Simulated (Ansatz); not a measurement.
The calculation used DFT PBE, scalar-relativistic, plane waves, PAW in Ansatz. All cells share a 420 eV cutoff and Γ-centred k meshes spaced at most about 0.3 Å⁻¹ (about 0.25 or finer for metals, 2π included). No spin polarisation in the final relaxations.

Temperature and zero-point effects are left out.

Compare these two cells of LiSe3, each relaxed at this level.

A.

```
CELL_PARAMETERS angstrom
3.96443 0.00000 0.00000
-1.98222 3.43330 0.00000
0.00000 0.00000 7.46765
ATOMIC_POSITIONS crystal
Li 0.00000 0.00000 0.50000
Se 0.66667 0.33333 0.67422
Se 0.66667 0.33333 0.32578
Se 0.66667 0.33333 0.00000
```

B.

```
CELL_PARAMETERS angstrom
3.97224 0.00000 0.00000
0.00000 3.97224 0.00000
0.00000 0.00000 5.45995
ATOMIC_POSITIONS crystal
Li 0.00000 0.00000 0.00000
Se 0.50000 0.50000 0.21311
Se 0.50000 0.50000 0.78689
Se 0.00000 0.00000 0.50000
```

Task: Which would you expect to be lower, and how large is the difference?

Result: A is lower, by 89 meV/atom. A has space group P-6m2 (No. 187), 25.4 Å³/atom and no gap on its mesh; B has space group P4/mmm (No. 123), 21.5 Å³/atom and no gap. Counting Se atoms around Li (those within 1.25 times the shortest such distance or 1.15 times the sum of covalent radii, 1.27 where that leaves under three; a plus sign parts nearer from farther groups), A has Li 6 and B has Li 2+8. A holds Se–Se chains (shortest 2.43 Å); B holds Se–Se pairs (shortest 2.33 Å). The lower one is the more open, so pressure narrows the difference. In A, around Li lie 6 Se at 2.63 Å; Se on a site of symmetry 3m is surrounded by 1 Se at 2.43 Å, 1 Se at 2.60 Å and 3 Li at 2.63 Å; around Se on a site of symmetry -6m2 lie 2 Se at 2.43 Å. In B, around Li lie 2 Se at 2.73 Å and 8 Se at 3.04 Å; Se on a site of symmetry 4mm has 1 Se at 2.33 Å, 4 Li at 3.04 Å and 5 Se at 3.13–3.22 Å; Se on a site of symmetry 4/mmm has 2 Li at 2.73 Å and 8 Se at 3.22 Å. Both come from invented guesses.

In P-6m2, P4/mmm an odd number of electrons in the primitive cell allows no gap without spin; a larger cell or a magnetic state could open one. A magnetic state wasn't ruled out in cells without spin, among them P4/mmm. Cells relaxed within their symmetry can be saddle points.
